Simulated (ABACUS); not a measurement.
Consider a self-consistent single point of a model cell of Os (Fd-3m, 2 atoms in the cell; prototype structure).

```
CELL_PARAMETERS angstrom
      0.00000     2.75723     2.75723
      2.75723     0.00000     2.75723
      2.75723     2.75723     0.00000
ATOMIC_POSITIONS crystal
  Os 0.75000 0.75000 0.75000
  Os 0.50000 0.50000 0.50000
```

All values come from this method and carry its errors: ABACUS 3.10.1 with PBE, numerical atomic orbitals DZP (confined pseudo-atomic orbitals with Gaussian additions; energy shift 0.003 Ry), PseudoDojo 0.5 standard norm-conserving PBE (tails mended) pseudopotentials.

ABACUS settings:

- basis = DZP numerical atomic orbitals, energy shift 0.003 Ry
- KPT = Gamma 10 10 10 0 0 0
- basis_type = lcao
- ecutwfc = 100 Ry
- smearing_method = mp
- smearing_sigma = 0.0199916 Ry
- potentials = PseudoDojo 0.5 standard norm-conserving PBE (tails mended)
- symmetry = 1
- ks_solver = scalapack_gvx
- scf_nmax = 100
- scf_thr = 1.0e-07
- mixing_type = broyden
- mixing_beta = 0.4

Results:

* **Number of valence electrons**: 32
* **Number of bands**: 26
* **Number of k-points after the program's reduction**: 47
* **Size of the basis**: 52
* **Number of SCF iterations**: 9
* **Free energy E − TS**: -5503.9978 eV
* **Fermi level (on the code's own zero)**: 15.84 eV
* **Pressure**: 5.72 GPa

Stress (GPa, positive for compression):
```
5.72  0.00  0.00
0.00  5.72  0.00
0.00  0.00  5.72
```

For comparison: a first run was changed to give this one (volume scaled by 1.01), and from it to this one the free energy drops by 8.8 meV/atom and the pressure goes from 8.06 to 5.72 GPa.

The cell was set up from a structure prototype or typed lattice constants and was not relaxed beforehand at this level. The atom-centred basis is finite, which shifts total energies and pressures against plane waves.

Cost on one core: very roughly 21 core-seconds.

The atomic orbitals were generated for these runs; they are not ABACUS's published sets and were checked against plane waves on a few crystals only.

“Tails mended”: in these copies of the files the far tail of each local potential was reset to the Coulomb form.
